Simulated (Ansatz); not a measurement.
Computed with DFT PBE, scalar-relativistic, plane waves, PAW, and for the lanthanide a 4f-in-core norm-conserving potential, in Ansatz 0.2.0. Settings: cutoff 660 eV, Γ-centred meshes spaced at most about 0.3 Å⁻¹, and about 0.25 Å⁻¹ or finer for metals (2π included), Gaussian smearing. Collinear spin in cells that started with moments and kept them past the coarse steps, no spin elsewhere.

These are static total energies at zero pressure.

Two forms of NdAgO4 were relaxed alike.

A. (no spin)

Space group Cmmm (No. 65). a = 5.258 Å, b = 6.008 Å, c = 5.076 Å, α = 90.00°, β = 90.00°, γ = 90.00°
```
atom  site  symmetry       x       y       z
  Nd    2a       mmm  0.0000  0.0000  0.0000
  Ag    2c       mmm  0.5000  0.0000  0.5000
   O    4i       m2m  0.5000  0.8802  0.0000
   O    4f     ..2/m  0.2500  0.7500  0.5000
```

B. (site moments Ag 0.1; O 0.4 (×3) μB)

Space group P-6m2 (No. 187). a = 4.624 Å, b = 4.624 Å, c = 4.269 Å, α = 90.00°, β = 90.00°, γ = 120.00°
```csv
atom,site,symmetry,x,y,z
Nd,1f,-6m2,0.6667,0.3333,0.5000
Ag,1a,-6m2,0.0000,0.0000,0.0000
O,3j,mm2,0.5010,0.4990,0.0000
O,1b,-6m2,0.0000,0.0000,0.5000
```

Task: Which form is favoured at zero pressure, and by what margin per atom?

Result: B is lower, by 82 meV/atom. A has space group Cmmm (No. 65), 13.4 Å³/atom and no gap on its mesh; B has space group P-6m2 (No. 187), 13.2 Å³/atom and no gap. Counting O atoms around Ag and Nd (those within 1.25 times the shortest such distance or 1.15 times the sum of covalent radii, 1.27 where that leaves under three; a plus sign parts nearer from farther groups), A has Nd 2+4, Ag 4 and B has Nd 9, Ag 8. A holds O–O pairs (shortest 1.44 Å, as in peroxide); in B the shortest O–O distance is 2.30 Å. Their magnetic states differ too, which can make part of the margin. In A, around Nd lie 2 O at 2.28 Å, 4 O at 2.73 Å, 8 O at 3.23 Å and 4 Ag at 3.65 Å; Ag has 4 O at 2.00 Å, 4 O at 2.64 Å and 4 Nd at 3.65 Å; around O on a site of symmetry m2m lie 1 O at 1.44 Å, 1 Nd at 2.28 Å, 2 Ag at 2.64 Å and 2 Nd at 2.73 Å; 1 more site not described. In B, around Nd lie 6 O at 2.51 Å, 3 O at 2.67 Å and 6 Ag at 3.42 Å; Ag is surrounded by 2 O at 2.13 Å, 6 O at 2.31 Å and 6 Nd at 3.42 Å; around O on a site of symmetry mm2 lie 4 O at 2.30–2.33 Å, 2 Ag at 2.31 Å and 2 Nd at 2.51 Å; 1 more site not described. Both come from invented guesses. A third cell relaxed alike, in P4/mmm, lies 42 meV/atom below the lower of the two.

Another magnetic order may lie lower. Cells relaxed within their symmetry can be saddle points.

The lanthanide is trivalent by construction, without f bands, f moments or other valences.
